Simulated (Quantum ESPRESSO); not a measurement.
# Planted mistakes on one cell of Hf3TaO7N

Calculated results; nothing here was measured. They come from pw.x of Quantum ESPRESSO 7.5, a plane-wave density functional program, with PseudoDojo standard norm-conserving files (v0.5 for PBE, v0.4.1 for LDA and PBEsol). The cells are made up: elements, strain and atom displacements were drawn at random, and nothing was relaxed. There is no spin polarisation, spin-orbit coupling or dispersion term.

The hafnium file is less sure than the others, with forces about 3 percent (worst 6) and pressure in oxides about 1.5 GPa (worst 2.7) from a second method in checks, which no rerun with the same files tests.

The cell has 12 sites of a fluorite lattice. Sites 1 to 4 hold Hf Hf Ta Hf; sites 5 to 12 hold O O O O N O O O. Cell vectors in Å: (5.251, -0.009, -0.032); (-0.009, 5.144, -0.007); (-0.032, -0.007, 5.174). Settings: PBE, cutoff 1143 eV, 4 x 4 x 4 k mesh shifted by half a step, Fermi-Dirac smearing of 0.025 eV.

The intended run has a self-consistency threshold of 1e-07 eV, a smearing term of 0.000 eV, a pressure of -12.82 GPa and 16 iterations. Each further run changes one thing: all lengths scaled by 0.9817; atoms of sites 1 and 3 exchanged; k mesh 2 x 2 x 2; one electron added; smearing 0.76 eV; threshold 0.3 eV. A coarse mesh keeps the shift, and a charged cell sits in a uniform background.

```
run,change of free energy (eV),smearing term -TS (eV),change of P (GPa),largest change of a force component (eV/Å),iterations
A,-0.316,0.000,-0.50,0.148,15
B,-1.666,-4.965,4.17,1.198,15
C,-0.988,0.000,-0.93,2.674,15
D,0.097,0.000,-0.68,0.297,6
E,13.939,-0.018,21.35,0.938,16
F,-0.330,0.000,12.11,0.487,15
```

A rerun of the intended cell at 1437 eV and k mesh 6 x 6 x 6 moved values by no more than 0.002 eV in the cell's energy, 0.04 GPa in stress and 0.008 eV/Å in force.

Question: which change belongs to which run?

## Worked reading

Run D has the fewest iterations, as a run stopped early does. Run B has the largest smearing term, as wide smearing gives. Run F changes the volume by a factor of 0.9461; minus its pressure change over the logarithm of that factor, 219 GPa, is a rough bulk modulus with clamped atoms. Energies from files of another functional, or of a charged cell, have another zero and say nothing on stability; the pressure of a charged cell rests on the program's zero of potential too.

## Key

| run | change |
| --- | --- |
| A | k mesh 2 x 2 x 2 |
| B | smearing 0.76 eV |
| C | atoms of sites 1 and 3 exchanged |
| D | threshold 0.3 eV |
| E | one electron added |
| F | all lengths scaled by 0.9817 |